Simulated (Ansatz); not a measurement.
The start is a generated trial cell of Rh in the beta-Sn structure type. Cell shape, volume and atoms are optimised at zero target pressure with PBEsol (plane waves to 420 eV, PAW, scalar-relativistic; Ansatz, an electronic-structure program). First-step values are on the input's coarse k-mesh.

Ansatz input (later rounds restart from its end on a renewed k-mesh):
Ansatz 0.2 input:
```yaml
crystal:
  lattice:
    - [-2.363317, 2.363317, 1.289454]
    - [2.363317, -2.363317, 1.289454]
    - [2.363317, 2.363317, -1.289454]
  atoms:
    - { symbol: Rh, position: [0.75, 0.25, 0.5] }
    - { symbol: Rh, position: [0, 0, 0] }
basis: { ecutwfc: 420, ecutrho_ratio: 4, xc_grid: 2, fft_grid_basis: typed }
kpoints: { mp_grid: { grid: [14, 14, 14] } }
hamiltonian:
  xc: pbesol
  dispersion: none
  pseudopotentials: { kind: paw }
scf: { occupations: { method: fermi_dirac, width: 0.05 } }
relax: { f_tol: 0.01, max_steps: 100, cell: { stress_tol: 0.02 } }
output: { forces: true, stress: true }
```

```yaml
initial_pressure: "+9.5 GPa (positive: the cell is compressed)"
outcome: The space group stays I4₁/amd (No. 141) (the run could not lower it); the end is AFLOW prototype A_tI4_141_a (A5, as in Sn), with 2 atoms in the primitive cell
Shortest distances (start → end): "The closest pairs of elements (up to four, under 3.6 Å), start → end: Rh–Rh 2.45 → 2.46 Å"
band_gap_at_the_end: no gap (metallic)
optimiser_moves: 6
```

Final values are on a 20×20×20 k-mesh of the relaxed cell. No spin polarisation in the result.

The run could not lose the symmetry of its start: the end is stationary, and may be a saddle point rather than a minimum.

All atoms sit on sites fixed by symmetry, so only the cell could relax.

The relaxed structure here is a generated cell of Rh: the first start was made by placing the elements on the sites of a structure type, and the end was not matched to a known phase here, so it may be hypothetical. Known forms of Rh include space group No. 225.
